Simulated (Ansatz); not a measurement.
# Ga$_{2}$Te$_{2}$S: computed properties

Level of theory: DFT PBE, scalar-relativistic, plane waves, PAW in Ansatz.

Plane waves to 420 eV, a k mesh through Γ of 12×12×12 on the computed 5-atom cell and Gaussian smearing (0.10 eV); no spin polarisation.

The structure is relaxed at this level of theory with its symmetry kept, and needn't be the ground state of this composition.

```yaml
crystal:
  lattice:
    - [-2.15706, 2.15706, 6.87511]
    - [2.15706, -2.15706, 6.87511]
    - [2.15706, 2.15706, -6.87511]
  atoms:
    - { symbol: Ga, position: [0.25000, 0.75000, 0.50000] }
    - { symbol: Ga, position: [0.75000, 0.25000, 0.50000] }
    - { symbol: Te, position: [0.37964, 0.37964, 0.00000] }
    - { symbol: Te, position: [0.62036, 0.62036, 0.00000] }
    - { symbol: S, position: [0.00000, 0.00000, 0.00000] }
```

Task: Formation energy from the elements' standard states (uncorrected)?

Result: +0.156 eV/atom.

Task: Kohn–Sham band gap?

Result: none (metal).

Task: Density of states at the Fermi level?

Result: 1.9 states/eV per cell.

Task: Orbital (Löwdin) character within 0.5 eV of the Fermi level?

Result: S 3p 68 %, Te 5p 13 %, Ga 4p 10 %.

Task: Bader charge by site (e)?

Result: Ga (2 in the cell) 0.42, Te (2 in the cell) -0.06, S (1 in the cell) -0.72.

Spin-orbit coupling is left out, which matters for the bands of heavy elements.

Another cell of Ga2Te2S relaxed alike, in P4/mmm, lies 0.33 eV/atom lower, so this cell isn't the stable form at this level.

The cell was found from a structure generator's guess, not taken from experiment. Löwdin shares on free-atom orbitals overweight diffuse shells.
